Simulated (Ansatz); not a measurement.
**Formation energy of NbBr3, relaxed from a ReO3-type start to space group P4/mmm (read at 0.02 Å)**

The computed numbers are results of PBE, scalar-relativistic (collinear spin) in the plane-wave PAW code Ansatz at 420 eV, Γ-centred 6×6×3 mesh, 0.05 eV Gaussian smearing. The datasets are Ansatz's generated set soft_2.

The cell came from substitution into a structure type; no database entry of this phase was matched, which doesn't show that none exists. The ideal cubic cell shuts out tilts of the octahedra, which such structures often take.

Symmetry: P4/mmm, No. 123, tetragonal system. The conventional cell has a = 5.237 Å, b = 5.237 Å, c = 5.197 Å, α = 90.00°, β = 90.00°, γ = 90.00°. Around Nb (site symmetry 4/mmm) lie 6 Br at 2.60 to 2.62 Å. Around Br (site symmetry 4/mmm) lie 2 Nb at 2.60 Å. Br (site symmetry mmm) has 2 Nb at 2.62 Å as nearest neighbours. (Shells end 15 % past the nearest neighbour.)

The elements were computed in their standard states with the same datasets, cutoff and functional. The compound's run is antiferromagnetic, with site spin moments Nb 1.04, -1.04 μB. Absolute energies hang on the potentials; compare differences alone.

Energy of the relaxed cell (8 atoms, smearing extrapolated to zero): -25808.449 eV. Elements, in eV/atom: Nb -4552.283, Br -2783.181.

**Question.** What is the formation energy?

**Answer.** [-25808.449 − (2 × -4552.283 + 6 × -2783.181)] / 8 = -0.60 eV/atom, or -58 kJ per mole of atoms.

The value is for 0 K, without zero-point energy. Uncorrected semilocal values for oxides, chalcogenides and halides often miss by tenths of an eV an atom. A negative value shows stability against the elements alone, not against other compounds or structures.

The run wasn't fully tested for a lower electronic state. The program warned that the potential is rough where the density is thin (voids or gaps), so long spacings are poorly fixed. Site moments are of spin, integrated over atomic spheres.
